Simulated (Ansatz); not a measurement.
Relaxation of a relaxed Na2Te cell with every coordinate shifted by Gaussian noise of σ = 0.1 Å; 3 atoms in the cell, which starts as P1 (No. 1), aP3; a = b = c = 5.147 Å, α = β = γ = 60.00°. The numbers are results of r2SCAN (plane waves to 500 eV, PAW, scalar-relativistic; Ansatz, a quantum-chemistry and plane-wave program), not measurements. Γ-centred k-mesh 6×6×6 on the run's cell (coarser than for final values), Fermi–Dirac smearing 0.05 eV. This is the first round of the run. 

The optimiser's lines from the output (shortened; P is positive under compression):

```
relax step   1: F+E_penalty+E_count = -9975.36820553 eV  Δ(F+E_penalty+E_count) = +0.000e0 eV  max|allowed force component| = 3.073e-1 eV/Å  Δτ_max = 0.0000 Å  P = +0.317 GPa  Ω = 96.403 Å³  (6 SCF iters, dr2 threshold 1.00e-7 eV, accepted)
relax step   2: F+E_penalty+E_count = -9975.42279483 eV  Δ(F+E_penalty+E_count) = -5.459e-2 eV  max|allowed force component| = 1.249e-1 eV/Å  Δτ_max = 0.0746 Å  P = +0.038 GPa  Ω = 96.500 Å³  (6 SCF iters, dr2 threshold 3.00e-7 eV, accepted)
relax step   3: F+E_penalty+E_count = -9975.43430033 eV  Δ(F+E_penalty+E_count) = -1.151e-2 eV  max|allowed force component| = 7.324e-3 eV/Å  Δτ_max = 0.0513 Å  P = +0.246 GPa  Ω = 95.300 Å³  (6 SCF iters, dr2 threshold 3.00e-7 eV, accepted)
relax step   4: F+E_penalty+E_count = -9975.43518046 eV  Δ(F+E_penalty+E_count) = -8.801e-4 eV  max|allowed force component| = 3.854e-4 eV/Å  Δτ_max = 0.0056 Å  P = +0.007 GPa  Ω = 96.375 Å³  (5 SCF iters, dr2 threshold 2.31e-7 eV, accepted)
relax step   5: F+E_penalty+E_count = -9975.43517460 eV  Δ(F+E_penalty+E_count) = +5.858e-6 eV  max|allowed force component| = 5.542e-4 eV/Å  Δτ_max = 0.0000 Å  P = +0.007 GPa  Ω = 96.375 Å³  stress off target by 1.55e-2 GPa  SCF on the basis re-selected at this cell (its energy is not comparable with the rows above)  (5 SCF iters)
```

From the first to the last row the energy changes by -0.02 eV/atom and the volume by 0.0 %. The last row is marked as not comparable with the walk above it, whose basis was carried along; it does compare with step 1, since both stand on a basis selected at the nominal cutoff for their own cell.

Later rounds, restarted from the end of this one on a renewed k-mesh, logged 2 more steps and released under 1 meV/atom more. The final structure after all rounds: Fm-3m (No. 225), cF12, anti-fluorite type; a = 7.2779 Å, b = 7.2779 Å, c = 7.2779 Å, α = 90.00°, β = 90.00°, γ = 90.00°. No spin polarisation in the result.
